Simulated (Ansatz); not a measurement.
Simulated (Ansatz). Plane-wave DFT: an element X is put into a periodic supercell of the crystal below and the atoms relax. X is one of the candidates, and is told by the neutral defect's formation energy over the elements (uncorrected), its moments where the run had spin, and its relaxed neighbours, eight at most.

```
cell
1.0
     6.5245    0.0000    0.0000
    -3.2622    5.6503    0.0000
     0.0000    0.0000    5.1424
Al Lu
2 6
Direct
  0.6667 0.3333 0.2500
  0.3333 0.6667 0.7500
  0.8273 0.1727 0.7500
  0.3455 0.1727 0.7500
  0.8273 0.6545 0.7500
  0.1727 0.8273 0.2500
  0.6545 0.8273 0.2500
  0.1727 0.3455 0.2500
```

host atoms in supercell: 24
functional: PBEsol
wave cutoff: 420 eV
k mesh: 3, 3, 3
k shift: 0, 0, 0 mesh steps
gaussian smearing: 0.05 eV
start displacement: 0.05 angstrom
electrons started on: no chosen atoms
candidate elements: O, P, Ti, Fe, Sr, Pb
found formation energy: -5.771 eV
found largest move from host sites: 0.064 angstrom

```
supercell vector  supercell times a (host cell vectors)  supercell times b (host cell vectors)  supercell times c (host cell vectors)
               A                                     -1                                      0                                     -1
               B                                      1                                      1                                     -1
               C                                      0                                     -1                                     -1
```

| change element | change kind | change place a (host cell vectors) | change place b (host cell vectors) | change place c (host cell vectors) |
| --- | --- | --- | --- | --- |
| X | interstitial | 0 | 0 | 0 |

| found neighbour element | found neighbour distance (angstrom) |
| --- | --- |
| Lu | 2.328 |
| Lu | 2.328 |
| Lu | 2.329 |
| Lu | 2.329 |
| Lu | 2.329 |
| Lu | 2.329 |

Q: Which element is X?

A: O.

Caveats: one random start near the defect, so other minima are possible; the supercell is small.
